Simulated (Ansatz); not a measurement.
One crystal and one scan (scan of one atom of the cell) at two levels, PBE (plane waves to 420 eV, PAW, scalar-relativistic; Ansatz, a quantum-chemistry and plane-wave program) and r2SCAN (plane waves to 500 eV, PAW, scalar-relativistic; Ansatz), each from its own relaxed cell and on its own mesh. The cell shown is that of PBE.

Starting cell, WC (WC type, space group P-6m2):

```
WC
1.0
    5.84370     0.00000     0.00000
   -1.46093     2.53040     0.00000
    0.00000     0.00000     2.84710
W C
2 2
Direct
  0.00000   0.00000   0.00000
  0.50000   0.00000   0.00000
  0.33333   0.33333   0.50000
  0.83333   0.33333   0.50000
```

In this cell atom 1 (W, nearest neighbour C at 2.207 Å; its periodic images, 2.8 Å or more away, move with it) is moved by s along Cartesian x, unit vector (1.000, 0.000, 0.000); all other atoms and the cell stay fixed.

E stands for the smeared free energy. Spin-orbit coupling is left out, though W is heavy. WC is run without spin polarisation. WC was relaxed with its symmetry unable to fall. With partly filled bands, energies and forces of such displacements shift with the k mesh and the smearing. Both scans cover s from -0.440 to 0.440 Å.

ΔE (meV/cell), each from the undisplaced structure of its own level:

```
s (Å)    PBE    r2SCAN
------  ----  --------
-0.440  2523      2615
-0.352  1630  withheld
-0.264   929       967
-0.176   418       437
-0.088   106       111
0.000      0         0
0.088    109       114
0.176    437       457
0.264    985      1030
0.352   1749      1826
0.440   2715      2832
```

Q: Estimate the r2SCAN value at -0.352 from the PBE value there and the ratio of the two levels in the two nearest given rows on that side of the minimum.

A: At -0.264 and -0.440 the ratio r2SCAN/PBE averages 1.039, which gives 1.039 × 1630 = 1694 meV/cell. The calculation gives 1693 meV/cell, +3.9 % against PBE.

(For displaced atoms, the force is minus the slope of the energy, and its curvature is a force constant, which sets phonon frequencies.)
